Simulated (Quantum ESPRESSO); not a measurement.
## Kohn-Sham bands of Hf$_{2}$Ge (I4/mcm)

```yaml
crystal:
  lattice:
    - [-3.29027, 3.29027, 2.64648]
    - [3.29027, -3.29027, 2.64648]
    - [3.29027, 3.29027, -2.64648]
  atoms:
    - { symbol: Hf, position: [0.84424, 0.65576, 0.50000] }
    - { symbol: Hf, position: [0.15576, 0.34424, 0.50000] }
    - { symbol: Hf, position: [0.65576, 0.15576, 0.81152] }
    - { symbol: Hf, position: [0.34424, 0.84424, 0.18848] }
    - { symbol: Ge, position: [0.75000, 0.75000, 0.00000] }
    - { symbol: Ge, position: [0.25000, 0.25000, 0.00000] }
```

Materials Project entry mp-9939; symmetrised, unrelaxed at this level. Not found in the COD (Crystallography Open Database) copy used; not checked further. Method: PBEsol plane waves in Quantum ESPRESSO 7.5 (PseudoDojo norm-conserving files, 63 Ry, no spin polarisation, no spin-orbit coupling), Bloch states on a 4×4×4 mesh through Γ, Wannier90 4.0.1. Density: 8×8×8 mesh, cold smearing 0.01 Ry. Spin-orbit coupling is left out although heavy elements are present.

Energies are relative to the Fermi level; weights are on the orthonormalised atomic waves of the pseudopotential files, averaged over the group. 76 electrons a cell are treated as valence.

### Question
Into which isolated groups do the bands fall, where do they lie and what are they made of?

### Answer
```tsv
bands	from (eV)	to (eV)	filling	weight on atomic waves
1–4	-61.57	-61.51	filled	Hf 5s 96 %
5–16	-30.54	-29.84	filled	Hf 5p 98 %
17–26	-24.23	-23.96	filled	Ge 3d 100 %
```

No gap over 0.05 eV opens at the Fermi level at this level of theory.
